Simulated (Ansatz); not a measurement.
The start is a relaxed Pd cell, doubled along one cell vector, shaken by Gaussian noise of σ = 0.08 Å a coordinate. The cell and all atomic positions are relaxed at zero pressure with PBEsol (plane waves to 420 eV, PAW, scalar-relativistic; Ansatz, a quantum-chemistry and plane-wave program). First-step values are on the input's coarse k-mesh.

Ansatz input (later rounds restart from its end on a renewed k-mesh):
Ansatz 0.2 input:
```yaml
crystal:
  lattice:
    - [4.3379130937, 0, 0]
    - [0, 8.6758261874, 0]
    - [0, 0, 5.0818554669]
  atoms:
    - { symbol: Pd, position: [0.509370618, 0.2398967151, 0.7575231505] }
    - { symbol: Pd, position: [0.4907791206, 0.7539907772, 0.7459295015] }
    - { symbol: Pd, position: [0.5198400627, 0.2421733355, 0.2225813937] }
    - { symbol: Pd, position: [0.5248840385, 0.7466450959, 0.2645374593] }
    - { symbol: Pd, position: [0.029480157, 0.2467004139, 0.5011606572] }
    - { symbol: Pd, position: [0.0244200477, 0.7589098275, 0.4846797255] }
    - { symbol: Pd, position: [0.5013494922, 0.002353742, 0.013405255] }
    - { symbol: Pd, position: [0.487130081, 0.5014866473, -0.0112207818] }
basis: { ecutwfc: 420, ecutrho_ratio: 4, xc_grid: 2, fft_grid_basis: typed }
kpoints: { mp_grid: { grid: [8, 4, 7] } }
hamiltonian:
  xc: pbesol
  dispersion: none
  pseudopotentials: { azcp: { folder: ./paw }, kind: paw }
scf: { occupations: { method: fermi_dirac, width: 0.05 } }
relax: { f_tol: 0.01, max_steps: 100, cell: { stress_tol: 0.02 } }
output: { forces: true, stress: true }
```

Largest initial force: 3.54 eV/Å, on Pd3 (atoms numbered as listed)
Energy released: 1.31 eV/atom
Volume change: -39.1 %, from 23.91 to 14.55 Å³/atom
Band gap at the end: no gap (metallic)
Optimiser moves: 21

Relaxed structure:

```cif
data_Pd4
_chemical_formula_sum 'Pd4'
_space_group_name_H-M_alt 'Fm-3m'
_space_group_IT_number 225
_space_group_name_Hall '-F 4 2 3'
_cell_length_a 3.87570
_cell_length_b 3.87570
_cell_length_c 3.87570
_cell_angle_alpha 90.000
_cell_angle_beta 90.000
_cell_angle_gamma 90.000
loop_
_atom_site_label
_atom_site_type_symbol
_atom_site_symmetry_multiplicity
_atom_site_Wyckoff_symbol
_atom_site_fract_x
_atom_site_fract_y
_atom_site_fract_z
_atom_site_occupancy
Pd1 Pd 4 a 0.00000 0.00000 0.00000 1
```
(The calculation used a cell of 1 atom; values per cell refer to that cell.)

Final values are on a 21×21×21 k-mesh of the relaxed cell. No spin polarisation in the result.

Of the parent cell (P4₂/mmc (No. 131)): it is a generated cell of Pd: the first start was made by a random draw of sites in a space group, and the end was not matched to a known phase here, so it may be hypothetical. Known forms of Pd include space group No. 225.
